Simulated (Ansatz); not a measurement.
This run works on a generated trial structure, not on a known crystal.

Input and command of a plane-wave DFT calculation in Ansatz:

```yaml
crystal:
  lattice:
    - [3.0571096, 0.0, 0.0]
    - [-1.5285548, 2.64753458, 0.0]
    - [0.0, 0.0, 9.830079]
  atoms:
    - { symbol: Si, position: [0.33333333, 0.66666667, 0.86585528] }
    - { symbol: Si, position: [0.33333333, 0.66666667, 0.37679535] }
    - { symbol: Si, position: [0.66666667, 0.33333333, 0.13414472] }
    - { symbol: Si, position: [0.66666667, 0.33333333, 0.62320465] }
    - { symbol: Sn, position: [0.0, 0.0, 0.0] }
basis:
  ecutwfc: 420
kpoints:
  mp_grid: { grid: [6, 6, 2] }
hamiltonian:
  xc: pbe
scf:
  occupations: { method: gaussian, width: 0.2 }
  lower_state_search: "off"
output:
  forces: true
  stress: true
  eigenvalues: true
relax:
  adjacent_minimum: "off"
  f_tol: 0.08
  max_steps: 16
  cell: { stress_tol: 0.8 }
```

```bash
ansatz run input.yaml --threads 1 --pin off --max-ram 2560MiB --backend cpu --events-out ev --progress --plain --runs-dir out
```

Processor: Intel(R) Xeon(R) Processor @ 2.50GHz (Skylake/Cascade Lake), 1 thread, on a host shared with other jobs.

Question: How long does it run, and how much memory does it take?

Answer: About 71 s, peak memory 0.39 GiB. It solves 20 bands at 14 k points (after reduction by symmetry) with about 1947 plane waves (on the last cell), in 90 SCF iterations over 15 ionic steps.
